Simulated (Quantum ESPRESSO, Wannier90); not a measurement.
**GaSb (zinc blende), plane waves to Wannier functions**

```xyz
2
Lattice="0.0000 3.0686 3.0686 3.0686 0.0000 3.0686 3.0686 3.0686 0.0000" Properties=species:S:1:pos:R:3 pbc="T T T"
Ga     0.0000     0.0000     0.0000
Sb     1.5343     1.5343     1.5343
```

Cell from Materials Project (mp-1156), symmetrised, no further relaxation. COD (Crystallography Open Database) has an entry of this formula and space group (matched by these alone). Computed values, not measurements, from PBEsol: Quantum ESPRESSO (norm-conserving PseudoDojo potentials, cutoff 64 Ry, spinors with spin-orbit coupling) on a Γ-centred 6×6×6 mesh, then Wannier90. Density: 10×10×10 mesh, cold smearing 0.01 Ry. With spin-orbit coupling a semilocal functional can close or falsely invert a small gap; the band order was not checked against a better method.

A tight-binding model is made by disentanglement and projection with no localisation steps (num_iter = 0), so the 16 orbitals stay atom-like: hydrogen-like Ga: s;p; Sb: s;p, axes along x, y, z; frozen window up to 3.00 eV relative to the Fermi level. It follows pw.x to 13 meV rms for states up to 1.0 eV relative to the Fermi level. Matrix elements depend on this choice of orbitals and windows.

The 30 largest hoppings ⟨m,0|H|n,R⟩ between different sites (one of each Hermitian pair; signs follow the real orbitals' lobes; the list may end inside a set of equal values):

```json
[
 {"m": "Sb2 s↓", "n": "Ga1 s↓", "R": "0 0 0", "distance of the centres (Å)": "2.66", "t (eV)": "-1.319", "Im t (eV)": "0.000"},
 {"m": "Sb2 s↑", "n": "Ga1 s↑", "R": "0 1 0", "distance of the centres (Å)": "2.66", "t (eV)": "-1.319", "Im t (eV)": "0.000"},
 {"m": "Sb2 s↑", "n": "Ga1 s↑", "R": "1 0 0", "distance of the centres (Å)": "2.66", "t (eV)": "-1.319", "Im t (eV)": "0.000"},
 {"m": "Sb2 s↑", "n": "Ga1 s↑", "R": "0 0 0", "distance of the centres (Å)": "2.66", "t (eV)": "-1.319", "Im t (eV)": "0.000"},
 {"m": "Sb2 s↑", "n": "Ga1 s↑", "R": "0 0 1", "distance of the centres (Å)": "2.66", "t (eV)": "-1.319", "Im t (eV)": "0.000"},
 {"m": "Sb2 s↓", "n": "Ga1 s↓", "R": "0 0 1", "distance of the centres (Å)": "2.66", "t (eV)": "-1.319", "Im t (eV)": "0.000"},
 {"m": "Sb2 s↓", "n": "Ga1 s↓", "R": "0 1 0", "distance of the centres (Å)": "2.66", "t (eV)": "-1.319", "Im t (eV)": "0.000"},
 {"m": "Sb2 s↓", "n": "Ga1 s↓", "R": "1 0 0", "distance of the centres (Å)": "2.66", "t (eV)": "-1.319", "Im t (eV)": "0.000"},
 {"m": "Sb2 s↓", "n": "Ga1 py↓", "R": "0 0 0", "distance of the centres (Å)": "2.66", "t (eV)": "-1.220", "Im t (eV)": "-0.002"},
 {"m": "Sb2 s↓", "n": "Ga1 py↓", "R": "0 0 1", "distance of the centres (Å)": "2.66", "t (eV)": "1.220", "Im t (eV)": "0.002"},
 {"m": "Sb2 s↑", "n": "Ga1 px↑", "R": "0 1 0", "distance of the centres (Å)": "2.66", "t (eV)": "1.220", "Im t (eV)": "-0.002"},
 {"m": "Sb2 s↑", "n": "Ga1 px↑", "R": "1 0 0", "distance of the centres (Å)": "2.66", "t (eV)": "-1.220", "Im t (eV)": "0.002"},
 {"m": "Sb2 s↑", "n": "Ga1 pz↑", "R": "0 0 0", "distance of the centres (Å)": "2.66", "t (eV)": "-1.220", "Im t (eV)": "0.000"},
 {"m": "Sb2 s↑", "n": "Ga1 pz↑", "R": "0 0 1", "distance of the centres (Å)": "2.66", "t (eV)": "-1.220", "Im t (eV)": "0.000"},
 {"m": "Sb2 s↑", "n": "Ga1 pz↑", "R": "0 1 0", "distance of the centres (Å)": "2.66", "t (eV)": "1.220", "Im t (eV)": "0.000"},
 {"m": "Sb2 s↑", "n": "Ga1 py↑", "R": "0 1 0", "distance of the centres (Å)": "2.66", "t (eV)": "-1.220", "Im t (eV)": "-0.002"},
 {"m": "Sb2 s↓", "n": "Ga1 pz↓", "R": "0 1 0", "distance of the centres (Å)": "2.66", "t (eV)": "1.220", "Im t (eV)": "0.000"},
 {"m": "Sb2 s↓", "n": "Ga1 py↓", "R": "0 1 0", "distance of the centres (Å)": "2.66", "t (eV)": "-1.220", "Im t (eV)": "0.002"},
 {"m": "Sb2 s↑", "n": "Ga1 py↑", "R": "1 0 0", "distance of the centres (Å)": "2.66", "t (eV)": "1.220", "Im t (eV)": "0.002"},
 {"m": "Sb2 s↓", "n": "Ga1 pz↓", "R": "1 0 0", "distance of the centres (Å)": "2.66", "t (eV)": "1.220", "Im t (eV)": "0.000"},
 {"m": "Sb2 s↓", "n": "Ga1 py↓", "R": "1 0 0", "distance of the centres (Å)": "2.66", "t (eV)": "1.220", "Im t (eV)": "-0.002"},
 {"m": "Sb2 s↑", "n": "Ga1 px↑", "R": "0 0 0", "distance of the centres (Å)": "2.66", "t (eV)": "-1.220", "Im t (eV)": "-0.002"},
 {"m": "Sb2 s↓", "n": "Ga1 pz↓", "R": "0 0 0", "distance of the centres (Å)": "2.66", "t (eV)": "-1.220", "Im t (eV)": "0.000"},
 {"m": "Sb2 s↓", "n": "Ga1 px↓", "R": "0 0 0", "distance of the centres (Å)": "2.66", "t (eV)": "-1.220", "Im t (eV)": "0.002"},
 {"m": "Sb2 s↓", "n": "Ga1 pz↓", "R": "0 0 1", "distance of the centres (Å)": "2.66", "t (eV)": "-1.220", "Im t (eV)": "0.000"},
 {"m": "Sb2 s↓", "n": "Ga1 px↓", "R": "0 0 1", "distance of the centres (Å)": "2.66", "t (eV)": "1.220", "Im t (eV)": "-0.002"},
 {"m": "Sb2 s↑", "n": "Ga1 pz↑", "R": "1 0 0", "distance of the centres (Å)": "2.66", "t (eV)": "1.220", "Im t (eV)": "0.000"},
 {"m": "Sb2 s↑", "n": "Ga1 px↑", "R": "0 0 1", "distance of the centres (Å)": "2.66", "t (eV)": "1.220", "Im t (eV)": "0.002"},
 {"m": "Sb2 s↑", "n": "Ga1 py↑", "R": "0 0 1", "distance of the centres (Å)": "2.66", "t (eV)": "1.220", "Im t (eV)": "-0.002"},
 {"m": "Sb2 s↓", "n": "Ga1 px↓", "R": "0 1 0", "distance of the centres (Å)": "2.66", "t (eV)": "1.220", "Im t (eV)": "0.002"}
]
```
